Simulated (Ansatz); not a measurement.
TaTe:
```
CELL_PARAMETERS angstrom
      4.79137     0.00000     0.00000
      0.00000     3.39673     0.00000
      0.00000     0.00000     4.90143
ATOMIC_POSITIONS crystal
  Ta 0.25000 0.00000 0.78008
  Ta 0.75000 0.00000 0.21992
  Te 0.25000 0.50000 0.25693
  Te 0.75000 0.50000 0.74307
```

Relaxed with r²SCAN. Special points in fractions of this cell's reciprocal vectors: Γ (0.000, 0.000, 0.000); X (0.500, 0.000, 0.000); S (0.500, 0.500, 0.000); Y (0.000, 0.500, 0.000); Z (0.000, 0.000, 0.500); U (0.500, 0.000, 0.500); R (0.500, 0.500, 0.500); T (0.000, 0.500, 0.500).

Problem. List the band energies nearest the Fermi level at these points for r²SCAN in the plane-wave PAW code Ansatz.

Solution. In eV from the Fermi level; about four levels below and three above (degenerate sets whole), none deeper than 8.9 eV; points with the same levels are listed once.

| k | below | above |
|---|---|---|
| Γ | -1.73 -1.60 -0.23 -0.14 | 0.10 1.54 1.57 |
| X | -2.36 -2.36 -1.81 -1.81 | 0.66 0.66 1.12 1.12 |
| S | -1.63 -1.63 -0.52 -0.52 | 0.58 0.58 3.15 3.15 |
| Y | -7.07 -3.28 -3.03 -2.19 | 0.84 1.45 1.57 |
| Z | -2.32 -2.09 -1.94 -1.85 | 0.15 0.21 0.93 |
| U | -3.08 -3.08 -2.23 -2.23 | 1.76 1.76 2.38 2.38 |
| R | -0.46 -0.46 -0.27 -0.27 | 0.47 0.47 1.72 1.72 |
| T | -1.28 -0.84 -0.49 -0.24 | 1.00 3.01 3.38 |

Space group Pmma. The start of the workflow was typed in or built on a structure type; neither database checked (COD, Materials Project) lists it. Its standing as an ambient phase is unchecked. The cell was relaxed with r²SCAN under the symmetry of its start; whether a distortion lowers the energy is not shown. The run is not spin-polarised. Its formation energy is positive at this level, so the cell may be metastable or incomplete. Spin–orbit coupling is left out wherever it is not named.

Potentials: the earlier of the program's two PAW sets.
